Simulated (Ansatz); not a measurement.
## How Hg4Pt stores the work of compression

Level of theory: DFT r2SCAN, scalar-relativistic, plane waves, PAW (Ansatz). Run with 500 eV cutoff, 8×8×8 k-mesh, Gaussian smearing of 0.10 eV, no spin polarisation.

The relaxed crystal:

```xyz
5
Lattice="-3.1423 3.1423 3.1423 3.1423 -3.1423 3.1423 3.1423 3.1423 -3.1423" Properties=species:S:1:pos:R:3 pbc="T T T"
Hg    1.5712    1.5712    1.5712
Hg   -1.5712    1.5712    1.5712
Hg    1.5712    1.5712   -1.5712
Hg    1.5712   -1.5712    1.5712
Pt    0.0000    0.0000    0.0000
```

Cell and atoms were relaxed at each target pressure within the start's symmetry (Im-3m), at zero temperature; other phases can be more stable under pressure. H = E + PV with P the target; E is the free energy at the smearing used, whose derivative the pressure is, per atom and counted from zero pressure. The mesh named is that at zero pressure; some other pressures ran on another.

Spin–orbit coupling is left out, which can shift energies with elements as heavy as these.

```csv
P (GPa),V (Å³/atom),E − E0 (meV),H − H0 (meV)
0,24.823,0.0,0.0
2,24.221,3.6,306.0
5,23.473,19.7,752.2
10,22.491,64.9,1468.7
20,21.076,194.4,2825.3
40,19.240,529.3,5332.7
```

Thermodynamics gives dH/dP = V along a relaxed path. Integrate V over P by the trapezoid rule and compare with the computed enthalpies.

With 1 eV/Å³ = 160.22 GPa, each step adds the mean volume times ΔP / 160.22:
```csv
P (GPa),∫V dP (meV),H − H0 (meV),difference (meV)
2,306.1,306.0,0.1
5,752.6,752.2,0.4
10,1469.8,1468.7,1.1
20,2829.5,2825.3,4.1
40,5345.8,5332.7,13.1
```

V(P) curves upward, so the trapezoid rule runs high; integrating a smooth curve through the same points (P as a polynomial of degree 4 in ln V) puts that excess at about 12.9 meV at 40 GPa, against the 13.1 meV found.

At 40 GPa, how much of the enthalpy change is stored energy and how much is the PV term?

E rises by 529 meV/atom and PV is 40 × 19.240 / 160.22 = 4803 meV/atom, so PV makes 90 % of ΔH. So between rival structures at high pressure a small difference in volume can outweigh the difference in energy: 1 % of this volume is worth 48.0 meV/atom at this pressure.

What bulk modulus do the lowest pressures give?

From the pressures that the runs reached, -2.01 GPa (25.544 Å³) and 1.99 GPa (24.221 Å³), B = −ΔP/Δln V = 4.00 / 0.0532 = 75 GPa, a mean over that range.